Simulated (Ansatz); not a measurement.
The slice is one period of a {110} plane through atoms; its size isn't given.

These are PBE (plane waves to 420 eV, PAW, scalar-relativistic; Ansatz, an electronic-structure program) values and carry that method's errors. These are valence fields of a PAW run, semicore shells included where kept as valence: close to a nucleus they are smooth pseudo fields.

```
|7777776655443322111100111122334455667777|
|7777666655443322110000001122334455666677|
|6666665544332211110000001111223344556666|
|5555554433222211000000000011222233445555|
|4444443322221111000000000011112222334444|
|3333332222111100000000000000111122223333|
|3322222211110000000000000000001111222222|
|3333332211110000000000000000001111223333|
|5555443322111100000000000000111122334455|
|7766665533221100000000000000112233556666|
|8888776655332211000000000011223355667788|
|9999887766442211110000001111224466778899|
|9999998866553311111100111111335566889999|
|9999998877553311111111111111335577889999|
|9999998866553311111100111111335566889999|
|9999887766442211110000001111224466778899|
|8888776655332211000000000011223355667788|
|7766665533221100000000000000112233556666|
|5555443322111100000000000000111122334455|
|3333332211110000000000000000001111223333|
|3322222211110000000000000000001111222222|
|3333332222111100000000000000111122223333|
|4444443322221111000000000011112222334444|
|5555554433222211000000000011222233445555|
|6666665544332211110000001111223344556666|
|7777666655443322110000001122334455666677|
|7777776655443322111100111122334455667777|
|7777776655443322111111111122334455667777|
```
Scale: ten equal steps from -0.91 (start of '0') to 1.08 (end of '9'), in the order '0123456789'. Values: log₁₀ of the valence density in e/Å³. The map has 20 points along u (two characters each, u = 0 at the left) and 28 along v (v = 0 in the bottom row). The scale is logarithmic, as a density can span decades between atoms and voids.

```
|xxx899853111358998xx|
|xx79998531113589997x|
|88999974211124799998|
|99999763211123679999|
|99987642110112467899|
|55554321100011234555|
|11111111000001111111|
|11000000000000000001|
|44320000000000000234|
|87753000001000003577|
|99886200001000026889|
|xx99741000100014799x|
|xxx985100010001589xx|
|xxx985100010001589xx|
|xxx985100010001589xx|
|xx99741000100014799x|
|99886200001000026889|
|87753000001000003577|
|44320000000000000234|
|11000000000000000001|
|11111111000001111111|
|55554321100011234555|
|99987642110112467899|
|99999763211123679999|
|88999974211124799998|
|xx79998531113589997x|
|xxx899853111358998xx|
|xxx899863111368998xx|
```
Scale: ten equal steps from 0.08 (start of '0') to 0.81 (end of '9'), in the order '0123456789'. Values: electron localisation function (ELF). The map has 20 points along u (one character each, u = 0 at the left) and 28 along v (v = 0 in the bottom row). Points within 0.4 Å of a nucleus are blanked (x), as the pseudised field means little there.

Problem. Which relaxed crystal do these maps come from?
(A) PbTe (rock salt)
(B) PbSe (rock salt)
(C) TiN (rock salt)

Solution. C, TiN (rock salt). Atoms on the slice: N at (0.00, 0.00); Ti at (0.00, 0.50)

All were relaxed with their symmetry unable to fall. Spin-orbit coupling is left out. The PAW data are Ansatz's earlier set. TiN is run without spin polarisation.
